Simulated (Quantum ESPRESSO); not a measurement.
Band energies of KCaF$_{3}$

```
KCaF3
1.0
    4.48173     0.00000     0.00000
    0.00000     4.48173     0.00000
    0.00000     0.00000     4.48173
F K Ca
3 1 1
Direct
  0.00000   0.50000   0.00000
  0.50000   0.00000   0.00000
  0.00000   0.00000   0.50000
  0.50000   0.50000   0.50000
  0.00000   0.00000   0.00000
```

norm-conserving PBEsol (Quantum ESPRESSO, 84 Ry, scalar-relativistic); path ΓXMΓRX,MR; energies in eV from the valence-band maximum.

```
k (1/Å)  point  band 16  band 17  band 18  band 19  band 20  band 21  band 22  band 23
-------  -----  -------  -------  -------  -------  -------  -------  -------  -------
0.00         Γ    -0.38    -0.38    -0.18    -0.18    -0.18     6.06     8.83     8.83
0.47              -0.53    -0.53    -0.47    -0.24    -0.24     7.29     9.08     9.21
0.70         X    -0.62    -0.62    -0.50    -0.25    -0.25     8.14     8.72     9.18
0.93              -0.63    -0.62    -0.40    -0.30    -0.28     8.37     8.90     9.25
1.40         M    -0.67    -0.56    -0.56    -0.50    -0.01     9.10     9.40     9.40
1.57              -0.66    -0.57    -0.56    -0.45    -0.04     8.91     9.36     9.40
1.90              -0.53    -0.53    -0.47    -0.30    -0.23     7.44     9.12     9.38
2.23              -0.40    -0.37    -0.27    -0.23    -0.20     6.24     8.87     8.91
2.39         Γ    -0.38    -0.38    -0.18    -0.18    -0.18     6.06     8.83     8.83
2.74              -0.55    -0.51    -0.31    -0.28    -0.28     6.80     9.06     9.06
3.09              -0.94    -0.94    -0.22    -0.22    -0.15     8.41     9.47     9.50
3.61         R    -1.26    -1.26     0.00     0.00     0.00     9.66     9.66     9.66
3.89              -1.18    -1.13    -0.11    -0.08    -0.04     9.45     9.53     9.68
4.17              -0.88    -0.73    -0.29    -0.27    -0.18     8.82     9.14     9.53
4.60         X    -0.62    -0.62    -0.50    -0.25    -0.25     8.14     8.72     9.18
4.60         M    -0.67    -0.56    -0.56    -0.50    -0.01     9.10     9.40     9.40
4.77              -0.87    -0.64    -0.37    -0.37    -0.01     9.18     9.44     9.44
5.30         R    -1.26    -1.26     0.00     0.00     0.00     9.66     9.66     9.66
```

The PBEsol gap is indirect, 6.06 eV, from R to Γ; the smallest direct gap is 6.24 eV. Another valence extremum on the path lies within 0.02 eV, too close to call.

The cell is held in this high symmetry; tilts and polar distortions were not searched.

Geometry of the Materials Project entry, not relaxed at this level.

The structure is a Materials Project entry; no match was found in the copy of COD used, and its stability was not checked.
